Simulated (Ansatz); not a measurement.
With DFT-r²SCAN in the program Ansatz with PAW potentials, Ag in the β-Sn type structure (I4_1/amd) relaxes to a = 5.263 Å, c = 2.755 Å.

Electronic character: metallic (no gap). Gap from r²SCAN with spin–orbit coupling: none (metallic).

The bulk modulus is 85.4 GPa.

The start of the workflow was typed in or built on a structure type; neither database checked (COD, Materials Project) lists it. It is not the phase usual at ambient conditions (space group No. 225). Symmetry was held in the r²SCAN relaxation; its stability against distortions is not shown here. No spin polarisation was allowed. Axis ratios of metals converge slowly with the k-mesh, so a and c are less sure than the volume. Spin–orbit coupling is left out wherever it is not named.

Potentials: the earlier of the program's two PAW sets.
